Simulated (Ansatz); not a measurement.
BeS:
```yaml
crystal:
  lattice:
    - [0.00000, 2.31463, 2.31463]
    - [2.31463, 0.00000, 2.31463]
    - [2.31463, 2.31463, 0.00000]
  atoms:
    - { symbol: S, position: [0.00000, 0.00000, 0.00000] }
    - { symbol: Be, position: [0.50000, 0.50000, 0.50000] }
```

Relaxed with PBE. Special points in fractions of this cell's reciprocal vectors: Γ (0.000, 0.000, 0.000); X (0.500, 0.000, 0.500); U (0.625, 0.250, 0.625); K (0.375, 0.375, 0.750); L (0.500, 0.500, 0.500); W (0.500, 0.250, 0.750).

### Question
List the band energies nearest the valence-band maximum at these points for the program Ansatz at the PBE level (PAW).

### Answer
In eV from the valence-band maximum; about four levels below and three above (degenerate sets whole), none deeper than 8.9 eV; points with the same levels are listed once.

```json
[
 {"k": "Γ", "below": "-0.31 -0.31 -0.31", "above": "5.31 8.73 8.73 8.73"},
 {"k": "X", "below": "-6.81 -3.19 -3.19", "above": "0.97 4.29 11.79 11.79"},
 {"k": "U", "below": "-6.10 -5.18 -2.51", "above": "2.23 7.47 8.07"},
 {"k": "L", "below": "-7.25 -0.52 -0.52", "above": "3.91 3.91 4.12"},
 {"k": "W", "below": "-5.45 -5.45 -3.96", "above": "4.90 5.51 9.23 9.23"}
]
```

Space group Fm-3m (rock salt). A made-up cell: these elements were put on the sites of a structure type; neither database checked (COD, Materials Project) lists it. COD files the formula under space group No. 216, so this cell is another polymorph or a model. Whether it is the stable phase at ambient conditions was not checked. The cell was relaxed with PBE under the symmetry of its start. At this level the phase is dynamically unstable (imaginary phonons).

Potentials: the later of the program's two PAW sets.
